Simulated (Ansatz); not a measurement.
GaAs (zinc blende, F-43m), r²SCAN in the plane-wave PAW code Ansatz: ε∞ = 11.6, cell volume 45.46 Å³. Infrared-active transverse modes:

```
ω_TO (cm⁻¹)  oscillator strength S_xx (e²/amu)
-----------  ---------------------------------
265.3                                   0.1274
```

Task: Compute the static dielectric constant.

Result: Each mode adds (4.921e7/V) S/ω²: 1.96. So ε0 = 13.6.

Task: What LO frequency does the Lyddane–Sachs–Teller relation give?

Result: ω_LO = ω_TO √(ε0/ε∞) = 287 cm⁻¹.

Symmetry was held in the r²SCAN relaxation; phonons on a q-mesh show no instability. Spin–orbit coupling is left out wherever it is not named.

Potentials: the earlier of the program's two PAW sets.
